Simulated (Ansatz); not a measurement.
HgTe (zinc blende): values from a third-order Birch-Murnaghan fit to a volume scan beside measured ones. Computed values: PBE (plane waves to 420 eV, PAW, scalar-relativistic; Ansatz, a first-principles code). At this level the bands of HgTe touch or barely overlap. HgTe was relaxed with its symmetry unable to fall. Spin-orbit coupling is left out, though Hg and Te are heavy. The PAW data are Ansatz's earlier set.

```
quantity                reference                                    kind
----------------------  ---------  --------------------------------------
Lattice constant a (Å)       6.46  measured, room temperature or unstated
Bulk modulus B₀ (GPa)        42.3  measured, room temperature or unstated
```

References as given in: R. J. Cava, Huiwen Ji, M. K. Fuccillo et al., Journal of Materials Chemistry C (2013), arXiv:1302.1059; Cormac Toher, Corey Oses, Jose J. Plata et al., Physical Review Materials (2017), arXiv:1611.05714. Values not taken to low temperature hold thermal and zero-point shifts that a static calculation lacks, so small differences there are no errors of the method.

Problem. Estimate the PBE values and the sign and size of each difference.

Solution. 
```csv
quantity,PBE,difference
Lattice constant a (Å),6.651,+3.0 %
Bulk modulus B₀ (GPa),34.2,-19.3 %
```



(Under strain, the slope of the energy per volume gives the stress and its curvature an elastic modulus.)
